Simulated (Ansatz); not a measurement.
## Computed properties of CuTaS2

CuTaS2:
```xyz
4
Lattice="3.3703 0.0000 0.0000 -1.6851 2.9187 0.0000 0.0000 0.0000 6.1124" Properties=species:S:1:pos:R:3 pbc="T T T"
S      1.6851     0.9729     4.5374
Ta     0.0000     0.0000     0.0000
S      0.0000     1.9458     1.5750
Cu     0.0000     0.0000     3.0562
```

Space group P-3m1 (No. 164); conventional cell a = 3.370 Å, b = 3.370 Å, c = 6.112 Å, α = 90.00°, β = 90.00°, γ = 120.00°.

Method: PBE+D3(BJ) (plane waves, PAW; program Ansatz). Structure relaxed to zero pressure with the same functional. Other levels are named where they apply.

**Cell and energy**

- Volume per atom = 15.03 Å³
- Density = 8.52 g/cm³
- Formation energy from the elements (no fitted shifts) = -0.61 eV/atom

**Electronic structure**

- Electronic character = metallic (no gap)
- Density of states at the Fermi level = 0.50 states/eV per atom (mean over ±0.08 eV)
- Gap with spin–orbit coupling = none (metallic)

**Mechanics**

Bulk modulus (Birch–Murnaghan fit): 133 GPa
Pressure derivative B′: 5.2
Elastic constants (relaxed ions, GPa): C11 = 178, C12 = 90.5, C13 = 131, C14 = -11.3, C33 = 169, C44 = 27.0
Mechanical stability: stable (all eigenvalues of C positive)
Hill bulk and shear moduli: 135 and 27.5 GPa
Young's modulus: 77.2 GPa
Poisson's ratio: 0.41
Debye temperature from the elastic constants: 245 K

**Phonons**

Highest zone-centre frequency: 343 cm⁻¹
Zone-centre stability: no imaginary mode at Γ

**Charges**

- Bader charges = S -1.08, Ta +1.59, Cu +0.58 e

The cell is a constructed one: a structure type filled with these elements; neither database checked (COD, Materials Project) lists it. Its standing as an ambient phase is unchecked. The cell was relaxed with PBE+D3(BJ) under the symmetry of its start. No spin polarisation was allowed. As this level gives no gap, shear constants depend on the k-mesh and smearing (Fermi–Dirac, 0.1 eV here). As this level gives no gap, phonon frequencies hold no LO–TO term and depend on the k-mesh and smearing (Fermi–Dirac, 0.1 eV here). The references are the lowest solids computed at this level, not always the standard phases. Spin–orbit coupling is left out wherever it is not named.

Potentials: the later of the program's two PAW sets.
